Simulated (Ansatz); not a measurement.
Input file for Ansatz (a first-principles code):

Ansatz 0.2 input:
```yaml
crystal:
  lattice:
    - [0.0, 2.8076809212, 2.8076809212]
    - [2.8076809212, 0.0, 2.8076809212]
    - [2.8076809212, 2.8076809212, 0.0]
  atoms:
    - { symbol: Re, position: [0.0, 0.0, 0.0] }
    - { symbol: Re, position: [0.25, 0.25, 0.25] }
kpoints:
  mp_grid: { grid: [13, 13, 13] }
hamiltonian:
  xc: r2scan
  pseudopotentials: { azcp: { folder: ./paw }, kind: paw }
scf:
  occupations: { method: gaussian, width: 0.1 }
checkpoint: { read: metal.run }
output: { write_density: true, elf: true, volumetric_format: npy }
basis: { fft_grid_basis: typed }
```

Output (shortened):

```
Pseudopotential: Re, paw, valence charge 15
Functional definition: r2SCAN
Crystal: 2 atoms, lattice volume = 44.266 Å³
Basis set: ecut = 500 eV, 1139 PW (Γ), exchange–correlation on 120×120×120 points (64 copies of the dense FFT grid, shifted against one another)
Bands: 23, of which v1, the nominal top of the filled ones, is band 15 counted from 1 (14 counted from 0)
Symmetry: 48 space group operations
Space group: Fd-3m (ITA 227), of the structure as read, at distance tolerance 3.5e-5 Å
k-points: 84 of 2197
Stability of the state it starts from, as read at its close in the unpolarized treatment …
iter 1 solved again at ethr=1.46e-7 eV; its pass at ethr=3.10e-3 eV (dr2=4.38e-5 eV) is discarded
SCF iter   1: F=—  HF=-21760.521069 eV  |F-HF|=—  |Δ(HF+E_count)|=         —  Δρ=1.09e-6  dr2=3.88e-10  dr2_τ=2.55e-10  ethr=1.46e-7  ⟨swp⟩=3.2  Hψ=13543  notcnv=0
preconditioner: auto → Kerker (q_TF=auto, 2.557 Å⁻¹)
SCF iter   2: F=-21760.521069 eV  HF=-21760.521069 eV  |F-HF|=2.55e-11  |Δ(HF+E_count)|=   9.48e-8  Δρ=5.18e-7  dr2=9.93e-11  dr2_τ=2.18e-10  ethr=1.29e-12  ⟨swp⟩=6.2  Hψ=6792  notcnv=0
SCF 1 converged in 2 iterations: F = -21760.521069 eV  dr2 = 9.93e-11
SCF converged after 2 iterations
Free energy (F): -21760.521069 eV
Harris-Foulkes:  -21760.521069 eV  (|F-HF|=2.55e-11)
Internal energy: -21760.515277 eV  (E = F + TS)
E sigma→0 (E₀):  -21760.518173 eV
Entropy (-TS):   -0.005793 eV (-2.896 meV/atom)
Fermi energy:    14.139457 eV
--- Per-component energies (eV) ---
  E_band       = -446.965391
  E_kinetic    = 1042.895451
  E_local      = -2692.070432  (includes V_loc(G=0)·N_el)
  E_nonlocal   = 169.988935
  E_hartree    = 973.512181
  E_xc         = -669.466558
  E_vxc        = -635.077490  (∫ρ·V_xc dr)
  E_paw        = -17476.388049  (= ΣΔE_a)
  E_vpaw       = -313.014573  (= ΣTr[D̂ρ^β])
  E_aug_tail   = 0.000036  (compensation charges beyond the density's cutoff)
  E_vtau       = 33.288820  (kinetic-family band-sum trace: ∫τ·v_τ [+ j·A + Jᵃ·Aᵃ] dr)
  E_ewald      = -3108.044764
  E_core_change = -0.942077  (= ΣΔE_core)
  E_smearing   = -0.005793  (= −TS)
  E_closure    =  0.000000  (closes the sum)
  Σ components = -21760.521069   (vs F -21760.521069, Δ=0.00e0)
  [band-id]    e_kinetic+e_local+e_nonlocal+2·e_hartree+e_vxc+e_vpaw+e_augmentation_tail+e_vtau = -446.964890   (vs E_band -446.965391, Δ=5.01e-4)
--- Band table (eV; the first three rows and the last of 84) ---
  k-point 0: bands = ["-67.2560", "-66.8672", "-28.8953", "-28.8953", "-28.8953", "-27.8439", "-27.8439", "-27.8439", "7.0419", "11.0099", "11.0099", "11.7507", "11.7507", "11.7507", "14.9220", "14.9220", "14.9220", "18.6269", "18.6269", "26.2101", "26.2102", …
  k-point 1: bands = ["-67.2519", "-66.8715", "-28.9025", "-28.9025", "-28.8939", "-27.8459", "-27.8362", "-27.8362", "7.1570", "10.9365", "10.9365", "11.7346", "11.8746", "11.8746", "14.7578", "14.9013", "14.9013", "18.6103", "18.6103", "25.7536", "26.3405", …
  k-point 2: bands = ["-67.2399", "-66.8839", "-28.9217", "-28.9217", "-28.8899", "-27.8514", "-27.8155", "-27.8155", "7.4910", "10.8289", "10.8289", "11.6935", "12.0997", "12.0997", "14.3345", "14.8793", "14.8793", "18.5532", "18.5532", "24.9935", "25.6588", …
  k-point 83: bands = ["-67.0808", "-67.0458", "-29.1318", "-29.1124", "-28.4417", "-28.3100", "-27.6144", "-27.5963", "10.1042", "10.1388", "11.3299", "11.5347", "13.0122", "13.1625", "13.2543", "13.8496", "17.8050", "18.0727", "18.5554", "18.7745", …
```

Cost: about 8 core-seconds (a rough figure) on shared cores.

The start of the workflow was typed in or built on a structure type; neither database checked (COD, Materials Project) lists it. It is not the phase usual at ambient conditions (space group No. 194). Symmetry was held in the r²SCAN relaxation. At this level the phase is mechanically unstable. No spin polarisation was allowed. Scalar-relativistic: spin–orbit coupling is off unless named, which matters more the heavier the elements.

Potentials: the earlier of the program's two PAW sets.

Ansatz is a plane-wave DFT program.
